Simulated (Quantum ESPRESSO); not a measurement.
One change at a time to Hf2InMo3Zn2

All numbers below are calculated, not measured. They come from Quantum ESPRESSO 7.5, a public plane-wave density functional program. Each row is one single-point run on a made-up periodic cell of eight metal atoms, with elements, volume, strain and displacements drawn at random and not relaxed, so a cell may be unstable or far from any real phase. There is no spin polarisation or spin-orbit coupling.

Settings: PBE unless stated; PseudoDojo standard norm-conserving files; Fermi-Dirac width 0.25 eV, which means electrons at about 2900 K; cutoff 1143 eV; 8 x 5 x 3 k mesh shifted half a step off Gamma. E is the free energy of the whole cell (internal energy minus TS), so a -TS column is already part of it. Stress is positive in tension, and the pressure P is minus a third of its trace.

Checks: one run of this series was repeated at a higher cutoff and on a denser mesh, which moved values by no more than 0.003 eV, 0.02 GPa and 0.004 eV/Å, and a second program with other atomic files agreed on it to 2 % rms in force and 0.5 GPa in pressure. Known limits: heavy elements are run without spin-orbit coupling, which real alloys of them have; a spin test at this wide smearing found no moment, but such smearing suppresses magnetism that the real alloy may have.

The lattice is hexagonal close-packed, and the cell vectors in Å are (3.019, -0.036, 0.043); (-0.062, 5.207, -0.051); (0.140, -0.095, 9.742), a volume of 153.07 Å³ in run 1. The elements on sites 1 to 8 are Mo Zn Mo Hf Mo Zn In Hf. Each later run makes one change to run 1 and keeps the rest. E is counted from run 1, and is n/a where other atomic files have another zero of energy.

| run | change | V (Å³) | P (GPa) | -TS (eV) | rms force (eV/Å) | largest change of a force component (eV/Å) | E (eV) |
|---|---|---|---|---|---|---|---|
| 1 | none | 153.07 | -5.66 | -1.779 | 0.460 | 0.000 | 0.000 |
| 2 | sites 6 and 8 exchanged | 153.07 | -7.26 | -1.724 | 0.469 | 1.298 | -0.101 |
| 3 | all lengths scaled by +1.76 % | 161.30 | -10.45 | -1.881 | 0.412 | 0.262 | ? |
| 4 | LDA in place of PBE | 153.07 | -14.87 | -1.791 | 0.416 | 0.211 | n/a |
| 5 | Al on site 4 | 153.07 | -10.96 | -1.532 | 0.392 | 0.894 | n/a |
| 6 | site 3 moved by -0.10 Å along z | 153.07 | -5.43 | -1.740 | 0.443 | 0.117 | -0.111 |

## Worked estimate

Along a uniform scaling dE = -P dV. The mean of the two pressures is -8.055 GPa and the volume changes by 8.23 Å³, with 160.2 GPa to one eV/Å³. The same two rows give -V dP/dV = 91 GPa for this cell with clamped atoms, which is not the bulk modulus of a real alloy.

## Withheld value

Question: what E should run 3 give?

The estimate is 0.414 eV. The calculation gave 0.420 eV. The mean of two end points misses the curvature of P, and the finite cutoff adds a little.
